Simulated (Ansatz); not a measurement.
According to r²SCAN (plane waves, PAW; program Ansatz), W in the cubic phase (Fd-3m; W on 8a, W on 16d) relaxes to a = 7.348 Å.

Electronic character: metallic (no gap). Gap from r²SCAN with spin–orbit coupling: none (metallic).

The bulk modulus is 289 GPa.

The start of the workflow was typed in or built on a structure type; neither database checked (COD, Materials Project) lists it. It is not the phase usual at ambient conditions (space group No. 229). The cell was relaxed with r²SCAN under the symmetry of its start; whether a distortion lowers the energy is not shown. The run is not spin-polarised. Scalar-relativistic: spin–orbit coupling is off unless named, which matters more the heavier the elements.

Potentials: the later of the program's two PAW sets.
